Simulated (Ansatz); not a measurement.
LaLuO$_{3}$:
```
CELL_PARAMETERS angstrom
      4.19302     0.00000     0.00000
      0.00000     4.19302     0.00000
      0.00000     0.00000     4.19302
ATOMIC_POSITIONS crystal
  La 0.00000 0.00000 0.00000
  Lu 0.50000 0.50000 0.50000
  O  0.00000 0.50000 0.50000
  O  0.50000 0.50000 0.00000
  O  0.50000 0.00000 0.50000
```

PBEsol (plane waves, PAW; program Ansatz) gives a gap of 1.43 eV without spin–orbit coupling, maximum at Γ, minimum at Γ.

Problem. What happens when spin–orbit coupling is switched on?

Solution. The gap shrinks by 0.25 eV, to 1.18 eV; maximum at Γ, minimum at Γ.

Problem. Give the electron effective mass with spin–orbit coupling, band 1 of 2 at the edge.

Solution. 1.3 along [100], 1.1 along [110], 0.99 along [111] (mₑ).

Problem. Give the electron effective mass with spin–orbit coupling, band 2 of 2 at the edge.

Solution. 0.80 along [100], 0.88 along [110], 0.98 along [111] (mₑ).

Problem. Give the hole effective mass with spin–orbit coupling.

Solution. 1.2 mₑ (isotropic).

Space group Pm-3m (cubic perovskite). A made-up cell: these elements were put on the sites of a structure type; neither database checked (COD, Materials Project) lists it. Whether it is the stable phase at ambient conditions was not checked. Symmetry was held in the PBEsol relaxation. At this level the phase is dynamically unstable (imaginary phonons).

Potentials: the earlier of the program's two PAW sets. The files were generated under PBE; for other functionals the program regenerates the frozen cores, and for LDA and PBEsol the local potential too.
